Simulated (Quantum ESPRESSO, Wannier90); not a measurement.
HfO2 (P4₂/nmc): Wannier90 run

```
CELL_PARAMETERS angstrom
      3.55802     0.00000     0.00000
      0.00000     3.55802     0.00000
      0.00000     0.00000     5.17186
ATOMIC_POSITIONS crystal
  Hf 0.50000 0.50000 0.50000
  Hf 0.00000 0.00000 0.00000
  O  0.00000 0.50000 0.69721
  O  0.00000 0.50000 0.19721
  O  0.50000 0.00000 0.80279
  O  0.50000 0.00000 0.30279
```

Structure: Materials Project mp-1018721, symmetrised, not relaxed again. Not found in the COD (Crystallography Open Database) copy used, which has the formula in other groups; not checked further. Computed values, not measurements, from PBEsol: Quantum ESPRESSO (norm-conserving PseudoDojo potentials, cutoff 68 Ry, no spin polarisation, no spin-orbit coupling) on a Γ-centred 6×6×4 mesh, then Wannier90. Density: 10×10×6 mesh, cold smearing 0.01 Ry. Spin-orbit coupling is left out although heavy elements are present.

Functional, cutoff and mesh named above are those of the base row (PBEsol); the first column says what each row takes instead. Model: 16 functions from bands 9-24, start SCDM (isolated) (the valence bands). Energies are relative to the valence-band maximum; the misfit is to pw.x on a path, for all bands of the set. The functional changes, each with its own PseudoDojo files and their cutoffs, on the same cell. Ω_total can sit in another minimum from row to row; Ω_I of an isolated set cannot.

```
functional  Ω_I (Å²)  Ω_total (Å²)  rms misfit (meV)  gap (eV)  bottom of band 9 (eV)
----------  --------  ------------  ----------------  --------  ---------------------
LDA            12.81         14.47               0.6      4.60                 -17.76
PBE            12.57         14.20               0.6      4.80                 -18.00
PBEsol         12.76         14.40               0.6      4.68                 -17.95
```
